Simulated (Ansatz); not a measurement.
TiP:
```
CELL_PARAMETERS angstrom
      3.45453     0.00000     0.00000
     -1.72727     2.99171     0.00000
      0.00000     0.00000    11.60706
ATOMIC_POSITIONS crystal
  Ti 0.33333 0.66667 0.38381
  Ti 0.66667 0.33333 0.61619
  Ti 0.66667 0.33333 0.88381
  Ti 0.33333 0.66667 0.11619
  P  0.66667 0.33333 0.25000
  P  0.33333 0.66667 0.75000
  P  0.00000 0.00000 0.50000
  P  0.00000 0.00000 0.00000
```

Relaxed with PBEsol. Special points in fractions of this cell's reciprocal vectors: Γ (0.000, 0.000, 0.000); M (0.500, 0.000, 0.000); K (0.333, 0.333, 0.000); A (0.000, 0.000, 0.500); L (0.500, 0.000, 0.500); H (0.333, 0.333, 0.500).

List the band energies nearest the Fermi level at these points for plane-wave PAW PBEsol (Ansatz code).

In eV from the Fermi level; about four levels below and three above (degenerate sets whole), none deeper than 8.9 eV; points with the same levels are listed once.

```tsv
k	below	above
Γ	-0.32 -0.32 -0.23 -0.23	0.40 0.40 0.45
M	-2.11 -2.04 -1.24 -0.99	0.52 0.94 1.58
K	-3.09 -3.09 -2.92 -0.08	0.75 0.75 0.88
A	-0.14 -0.14 -0.14 -0.14	0.76 0.76 1.26 1.26 1.26 1.26
L	-1.67 -1.67 -1.52 -1.52	1.10 1.10 1.46 1.46
H	-3.18 -3.18 -2.93 -2.93	0.29 0.29 0.89 0.89
```

Space group P6_3/mmc. The first step of the workflow began from a Materials Project structure, measured or hypothetical; the Crystallography Open Database files this formula in space group No. 194, but the cells were not matched. Whether it is the stable phase at ambient conditions was not checked. The cell was relaxed with PBEsol under the symmetry of its start; its stability against distortions is not shown here. The run is not spin-polarised.

Potentials: the later of the program's two PAW sets.
